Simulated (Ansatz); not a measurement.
Ansatz (a quantum-chemistry and plane-wave program) input:

Ansatz 0.2 input:
```yaml
crystal:
  lattice:
    - [3.0776088589, 0.0, 0.0]
    - [-1.5388044294, 2.6652874547, 0.0]
    - [0.0, 0.0, 10.076288524]
  atoms:
    - { symbol: Si, position: [0.0, 0.0, 0.0003039039] }
    - { symbol: Si, position: [0.0, 0.0, 0.5003039039] }
    - { symbol: Si, position: [0.6666666667, 0.3333333333, 0.7502483032] }
    - { symbol: Si, position: [0.3333333333, 0.6666666667, 0.2502483032] }
    - { symbol: C, position: [0.0, 0.0, 0.8128681101] }
    - { symbol: C, position: [0.0, 0.0, 0.3128681101] }
    - { symbol: C, position: [0.6666666667, 0.3333333333, 0.5622096828] }
    - { symbol: C, position: [0.3333333333, 0.6666666667, 0.0622096828] }
kpoints:
  mp_grid: { grid: [10, 10, 3] }
hamiltonian:
  xc: r2scan
  pseudopotentials: { kind: paw }
scf:
  occupations: { method: fixed }
phonons:
  method: dfpt
  response_accuracy: low
  eigenvectors: true
  rigid_motions: translations
  dielectric: true
  raman: true
```

Output (shortened):

```
zone centre: on kpoints.mp_grid the ground state, and the responses unless they are solved on pairs of k-points, stand on 86 of the mesh's 300 k-points, …
Pseudopotentials: kind: paw
Pseudopotential: Si, paw, valence charge 4
Pseudopotential: C, paw, valence charge 4
Functional definition: r2SCAN
Crystal: 8 atoms, lattice volume = 82.653 Å³
Basis set: ecut = 500 eV, 2137 PW (Γ), exchange–correlation on 120×120×400 points (125 copies of the dense FFT grid, shifted against one another)
Bands: 24, of which v1, the nominal top of the filled ones, is band 16 counted from 1 (15 counted from 0)
Symmetry: 12 space group operations
k-points: 86 of 300 (irreducible under 2 space group operations, time reversal used)
PAW frozen core: Si, regenerated for the run's functional
PAW frozen core: C, regenerated for the run's functional
Initial wavefunctions: pseudopotential atomic-orbital guess
Eigensolver: davidson
Functional: x = r2scan, c = r2scan; τ floored in thin density (d = 2e-4 eV/Å³)
all-band conjugate gradients solve this SCF's bands
SCF 1 converged in 10 iterations: F = -3565.335627 eV  dr2 = 3.02e-12
── the response to a field inside a basis, on 18×18×6 k-points: an SCF that follows is theirs, and a resumed run solves both again ──
Crystal: 8 atoms, lattice volume = 82.653 Å³
Bands: 17, of which v1, the nominal top of the filled ones, is band 16 counted from 1 (15 counted from 0)
k-points: 270 of 1944 (irreducible under 4 space group operations, time reversal used)
Initial density: handed on by an earlier stage of this run
Initial wavefunctions: pseudopotential atomic-orbital guess (no wavefunctions were taken with the density)
Eigensolver: Dense (270 Hₖ)
all-band conjugate gradients don't solve this SCF's bands (scf.eigensolver.kind)
SCF 1 converged in 6 iterations: F = -3565.303218 eV  dr2 = 5.32e-11
SCF converged after 10 iterations
Free energy (F): -3565.335627 eV
Harris-Foulkes:  -3565.335627 eV  (|F-HF|=3.64e-12)
Internal energy: -3565.335627 eV  (E = F + TS)
E sigma→0 (E₀):  -3565.335627 eV
Fermi energy:    9.449224 eV
--- Per-component energies (eV) ---
  E_band       = 102.322577
  E_kinetic    = 544.272063
  E_local      = -415.839505  (includes V_loc(G=0)·N_el)
  E_nonlocal   = 201.434881
  E_hartree    = 130.696375
  E_xc         = -405.501948
  E_vxc        = -474.660784  (∫ρ·V_xc dr)
  E_paw        = -2481.156909  (= ΣΔE_a)
  E_vpaw       = -36.559367  (= ΣTr[D̂ρ^β])
  E_aug_tail   = 0.000033  (compensation charges beyond the density's cutoff)
  E_vtau       = 22.282488  (kinetic-family band-sum trace: ∫τ·v_τ [+ j·A + Jᵃ·Aᵃ] dr)
  E_ewald      = -1138.835789
  E_core_change = -0.404827  (= ΣΔE_core)
  E_smearing   =  0.000000  (= −TS)
  E_closure    =  0.000000  (closes the sum)
  Σ components = -3565.335627   (vs F -3565.335627, Δ=0.00e0)
--- Band table (eV; the first three rows and the last of 86) ---
  k-point 0: bands = ["-6.8222", "-5.6044", "-5.5657", "-3.1915", "0.5430", "4.8807", "4.9286", "8.2031", "8.2031", "8.6877", "8.6877", "8.8375", "8.8375", "9.3982", "9.4492", "9.4492", "15.0995", "15.6931", "16.3109", "16.3474", "16.9599", "16.9599", "16.9699", "16.9699"]
  k-point 1: bands = ["-6.6814", "-6.2635", "-4.6912", "-3.7229", "1.3043", "2.9464", "6.9139", "8.2715", "8.2715", "8.4641", "8.4641", "8.6366", "9.0918", "9.0918", "9.3479", "9.3479", "15.1978", "15.4625", "16.6337", "16.7428", "17.0243", "17.0243", "17.0281", "17.0281"]
  k-point 2: bands = ["-6.6422", "-5.4310", "-5.3915", "-3.0417", "0.7080", "4.9274", "4.9780", "7.2421", "7.8719", "7.9140", "8.0659", "8.4852", "8.5856", "8.7855", "9.2766", "9.3674", "15.4236", "16.0276", "16.1341", "16.6139", "16.8730", "17.0487", "17.2117", "17.4436"]
  k-point 85: bands = ["-3.5861", "-3.2557", "-2.1775", "-1.7108", "1.6347", "1.8430", "2.4789", "3.0082", "4.4227", "4.5140", "5.0187", "5.5405", "5.7871", "6.3652", "7.5035", "7.7241", "13.6371", "13.8735", "15.1936", "16.2621", "16.4496", "17.0033", "17.7988", "18.4577"]
  band table: 24 of 24 bands, residual norms ≤ 1.0e-3 eV
--- Phonons (Γ-DFPT): 8 representative perturbations + reference, on 86 of 300 k-points (Σ response iterations 42) ---
  k mesh reduced under 2 symmetry operations, with k and −k counted as one. Each operation leaves every solved perturbation unchanged …
  ASR residual: 8.907e-4 → 0.000e0 eV/Å²; symmetrization residual: 1.840e-5 eV/Å²
  ASR residual per site (eV/Å²): 1.17e-4 1.17e-4 6.35e-5 6.35e-5 1.96e-4 1.96e-4 8.91e-4 8.91e-4
  Γ frequencies (cm⁻¹): 0.00 0.00 0.00 199.84 199.84 207.30 207.30 271.29 271.29 404.34 412.34 613.20 769.36 769.36 779.43 779.43 785.61 787.81 787.81 800.78 800.78 845.34 920.36 929.02
  ε∞ (high-frequency dielectric tensor):
        6.533780     0.000000     0.000000
        0.000000     6.533780     0.000000
        0.000000     0.000000     6.791372
  ε⁰ (static dielectric tensor: ions relaxed, cell fixed):
        9.753743     0.000000     0.000000
        0.000000     9.753743     0.000000
        0.000000     0.000000    10.372050
  ε⁰ − ε∞ (ionic part):
        3.219963     0.000000     0.000000
        0.000000     3.219963     0.000000
        0.000000     0.000000     3.580678
  softest optical mode at Γ: 199.84 cm⁻¹; the repairs (sum rule, projections) moved no ω² at Γ by more than (5.49 cm⁻¹)²
  Born effective charges Z* (e; rows j = field, columns β = displacement):
    site 0:
         2.70407    0.00000    0.00000
         0.00000    2.70407    0.00000
         0.00000    0.00000    2.93011
    site 1:
         2.70407    0.00000    0.00000
         0.00000    2.70407    0.00000
         0.00000    0.00000    2.93011
    site 2:
         2.69704    0.00000    0.00000
         0.00000    2.69704    0.00000
         0.00000    0.00000    2.65418
    site 3:
         2.69704    0.00000    0.00000
         0.00000    2.69704    0.00000
         0.00000    0.00000    2.65418
    site 4:
        -2.68123    0.00000    0.00000
         0.00000   -2.68123    0.00000
         0.00000    0.00000   -2.82559
    site 5:
        -2.68123    0.00000    0.00000
         0.00000   -2.68123    0.00000
         0.00000    0.00000   -2.82559
    site 6:
        -2.71988    0.00000    0.00000
         0.00000   -2.71988    0.00000
         0.00000    0.00000   -2.75870
    site 7:
        -2.71988    0.00000    0.00000
         0.00000   -2.71988    0.00000
         0.00000    0.00000   -2.75870
  Z* charge neutrality: 1.140e-3 e pre-enforcement
  solved inside a basis spanned on kpoints, on 18×18×6 k-points: ε∞ is read to err by 2.6e-2, Z* by 1.1e-2 e (field_mesh: kpoints solves on kpoints) …
  Raman tensors (in the event stream and the table raman_tensors.tsv) …
  optical modes at Γ without the LO–TO term, one row a degenerate level:
      ω (cm⁻¹)  modes    IR ((D/Å)²/amu)  static Raman (Å⁴/amu)  depolarisation
        199.84      2             0.0000                 0.0396           0.750
        207.30      2             0.0000                 0.7824           0.750
        271.29      2             0.0027                 1.3535           0.750
        404.34      1             0.0000                 0.0000               —
        412.34      1             0.0000                 0.0000               —
        613.20      1             0.1622                 1.3457           0.639
        769.36      2             0.0989                 0.0184           0.750
        779.43      2             0.0000                58.4489           0.750
        785.61      1            85.0607                88.4821           0.717
        787.81      2             0.0000                 0.4110           0.750
        800.78      2           159.8992                34.9559           0.750
        845.34      1             0.3639                 1.4625           0.696
        920.36      1             0.0000                 0.0000               —
        929.02      1             0.0000                 0.0000               —
  optical modes at Γ + LO–TO along q̂ = [1.0000, 0.0000, 0.0000]:
      ω (cm⁻¹)  modes    IR ((D/Å)²/amu)  static Raman (Å⁴/amu)  depolarisation
        199.84      2             0.0000                 0.0396           0.750
        207.30      2             0.0000                 0.7824           0.750
        271.29      1             0.0014                 0.6767           0.750
        271.30      1             0.0006                 0.6680           0.750
        404.34      1             0.0000                 0.0000               —
        412.34      1             0.0000                 0.0000               —
        613.20      1             0.1622                 1.3457           0.639
        769.36      1             0.0494                 0.0092           0.750
        769.38      1             0.0009                 0.0004           0.750
        779.43      2             0.0000                58.4489           0.750
        785.61      1            85.0607                88.4821           0.717
        787.81      2             0.0000                 0.4110           0.750
        800.78      1            79.9496                17.4780           0.750
        845.34      1             0.3639                 1.4625           0.696
        920.36      1             0.0000                 0.0000               —
        929.02      1             0.0000                 0.0000               —
        978.35      1            79.9990                72.4871           0.750
  optical modes at Γ + LO–TO along q̂ = [0.0000, 1.0000, 0.0000]:
      ω (cm⁻¹)  modes    IR ((D/Å)²/amu)  static Raman (Å⁴/amu)  depolarisation
        199.84      2             0.0000                 0.0396           0.750
        207.30      2             0.0000                 0.7824           0.750
        271.29      1             0.0014                 0.6767           0.750
        271.30      1             0.0006                 0.6680           0.750
        404.34      1             0.0000                 0.0000               —
        412.34      1             0.0000                 0.0000               —
        613.20      1             0.1622                 1.3457           0.639
        769.36      1             0.0494                 0.0092           0.750
        769.38      1             0.0009                 0.0004           0.750
        779.43      2             0.0000                58.4489           0.750
        785.61      1            85.0607                88.4821           0.717
        787.81      2             0.0000                 0.4110           0.750
        800.78      1            79.9496                17.4780           0.750
        845.34      1             0.3639                 1.4625           0.696
        920.36      1             0.0000                 0.0000               —
        929.02      1             0.0000                 0.0000               —
        978.35      1            79.9990                72.4871           0.750
  optical modes at Γ + LO–TO along q̂ = [0.0000, 0.0000, 1.0000]:
      ω (cm⁻¹)  modes    IR ((D/Å)²/amu)  static Raman (Å⁴/amu)  depolarisation
        199.84      2             0.0000                 0.0396           0.750
        207.30      2             0.0000                 0.7824           0.750
        271.29      2             0.0027                 1.3535           0.750
        404.34      1             0.0000                 0.0000               —
        412.34      1             0.0000                 0.0000               —
        613.42      1             0.0295                 1.1445           0.580
        769.36      2             0.0989                 0.0184           0.750
        779.43      2             0.0000                58.4489           0.750
        787.81      2             0.0000                 0.4110           0.750
        800.78      2           159.8992                34.9559           0.750
        844.99      1             0.0659                 0.0374           0.282
        920.36      1             0.0000                 0.0000               —
        929.02      1             0.0000                 0.0000               —
        970.94      1            85.4915               247.2840           0.748
```

Cost: about 110 core-minutes (a rough figure) on shared cores.

Space group P6_3mc (4H polytype). The r²SCAN relaxation kept the symmetry of its start; phonons on a q-mesh show no instability.

Potentials: the later of the program's two PAW sets.

Ansatz is a plane-wave DFT program.
